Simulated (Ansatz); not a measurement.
Q: Al$_{2}$Cu in space group I4/mcm (No. 140; Al on 8h, Cu on 4a) is relaxed with plane-wave PAW PBEsol (Ansatz code). What lattice parameters of the conventional cell result?

A: a = 5.995 Å, c = 4.826 Å.

Q: Give the free coordinates with the occupied sites.

A: In one choice of origin and axes:

```tsv
atom	site	symmetry	x	y	z
Al	8h	m.2m	0.1593	0.3407	0.0000
Cu	4a	422	0.0000	0.0000	0.2500
```

Symmetry was held in the PBEsol relaxation. No spin polarisation was allowed. Axis ratios of metals converge slowly with the k-mesh, so a and c are less sure than the volume.

Potentials: the later of the program's two PAW sets.
